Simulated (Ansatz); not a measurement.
The start is a generated cell, SrTiO3 placed in the cubic-perovskite structure type. A full variable-cell relaxation at zero pressure is run with PBEsol (plane waves to 420 eV, PAW, scalar-relativistic; Ansatz, a quantum-chemistry and plane-wave program). The first steps use a coarse 6×6×6 k-mesh.

Input geometry:
```
CELL_PARAMETERS angstrom
      3.86579     0.00000     0.00000
      0.00000     3.86579     0.00000
      0.00000     0.00000     3.86579
ATOMIC_POSITIONS crystal
  Sr 0.00000 0.00000 0.00000
  Ti 0.50000 0.50000 0.50000
  O  0.00000 0.50000 0.50000
  O  0.50000 0.50000 0.00000
  O  0.50000 0.00000 0.50000
```

```json
{
  "initial_pressure": "+3.8 GPa (positive: the cell is compressed)",
  "energy_released": "0.003 eV/atom",
  "volume_change": "+2.0 %, from 11.55 to 11.78 Å³/atom",
  "band_gap_at_the_end": "1.85 eV, indirect (valence top at R, conduction bottom at Γ) (no spin-orbit coupling)",
  "optimiser_moves": "3"
}
```

Final values are on a 9×9×9 k-mesh of the relaxed cell. No spin polarisation in the result.

The run could not lose the symmetry of its start.

All atoms sit on sites fixed by symmetry, so only the cell could relax.
